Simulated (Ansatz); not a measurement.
The elements of this relaxed trial crystal are hidden behind letters.

```
lattice vectors (Å)
   5.5156    0.0000    0.0000
  -2.7578    4.7767    0.0000
   0.0000    0.0000    3.2363
fractional positions
X 0.0000 0.0000 0.0000
Z 0.6667 0.3333 0.5000
Z 0.3333 0.6667 0.5000
```

These are results of DFT PBE, scalar-relativistic, plane waves, PAW in Ansatz 0.2.0, not measurements. The final run on the 3-atom cell used 420 eV, a Γ-centred 12×12×12 mesh, 0.10 eV smearing and no spin polarisation.

```
Space group                                 : P6/mmm (No. 191)
Conventional cell                           : a = 5.516 Å, c = 3.236 Å
Volume per atom                             : 28.42 Å³
Density                                     : 6.98 g/cm³
Energy over the elements                    : +0.09 eV/atom
Gap on the 12×12×12 mesh of the 3-atom cell : 0 eV (a metal)
```

Energies are uncorrected and count from the elements' standard states at the same level.

**Question.** X is a p-block element of period 5 and Z is a p-block element of period 5. Which elements are they?

**Answer.** X = In, Z = Sb, so the formula is InSb2. Density times volume gives a mean mass of 6.98 × 28.42/1.6605 = 119.5 u per atom, and this set has 119.4 u. In has 2 In at 3.24 Å and 12 Sb at 3.57 Å; around Sb lie 5 Sb at 3.18–3.24 Å and 6 In at 3.57 Å. Other sets within the hints have nearly the same mass, so mass alone doesn't settle it; this one was computed.

These runs have no spin–orbit coupling, which can matter for Sb. A later test with randomly moved atoms ended 12 meV/atom lower on a coarse mesh, in P2/m at a loose tolerance, which is no clear verdict on its stability. Another cell of InSb2 relaxed alike, in P4/mmm, lies 20 meV/atom lower, so this cell isn't the stable form at this level.
